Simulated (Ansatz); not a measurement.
# Li4GeN2: phonons across the zone

Computed with DFT PBE, scalar-relativistic, plane waves, PAW in Ansatz 0.2.0. Plane waves to 420 eV; Γ-centred k mesh 10×10×6; fixed occupations. No spin polarisation. Phonons by linear response, acoustic sum rule imposed.

Equilibrium structure at this level:
```yaml
crystal:
  lattice:
    - [5.27626, -1.61559, -0.01124]
    - [5.27626, 1.61559, -0.01124]
    - [-2.22813, 0.00000, 4.90753]
  atoms:
    - { symbol: Li, position: [0.85345, 0.85345, 0.63528] }
    - { symbol: Li, position: [0.99449, 0.99449, 0.38588] }
    - { symbol: Li, position: [0.45242, 0.45242, 0.95472] }
    - { symbol: Li, position: [0.63425, 0.63425, 0.78883] }
    - { symbol: Ge, position: [0.28549, 0.28549, 0.18854] }
    - { symbol: N, position: [0.83987, 0.83987, 0.00495] }
    - { symbol: N, position: [0.44003, 0.44003, 0.54180] }
```

The structure comes from a generated guess, relaxed at this level; another structure or a mixture of phases may lie lower. The q mesh is coarse, so values between its points are rough.

Force constants from linear response on a 2×2×2 q mesh.

Problem. Is the structure dynamically stable on this mesh?

Solution. Yes, on this mesh: no mode is imaginary. Between the mesh points the interpolation dips to 24i cm⁻¹.

Problem. Give the frequencies (cm⁻¹; i marks imaginary ones) at the irreducible q points, in fractions of the reciprocal vectors, the Γ row without the LO field.

Solution.
```tsv
q	star	frequencies
0.000 0.000 0.000	1	0 0 0 175 190 195 240 289 326 343 382 411 431 457 468 480 517 535 564 591 633
0.000 0.000 -0.500	1	30 103 133 165 206 226 256 300 307 336 379 387 395 468 483 493 549 552 558 600 712
0.000 -0.500 0.000	2	40 148 158 197 210 272 287 327 339 366 391 420 435 445 492 509 520 542 568 575 645
0.000 -0.500 -0.500	2	125 148 172 189 220 254 273 318 326 351 384 413 433 452 494 515 527 536 559 591 643
-0.500 -0.500 0.000	1	36 53 140 175 193 225 234 247 329 346 381 393 422 449 467 498 529 544 566 618 688
-0.500 -0.500 -0.500	1	53 81 110 164 194 236 239 264 310 363 378 398 407 482 488 509 521 559 588 606 642
```
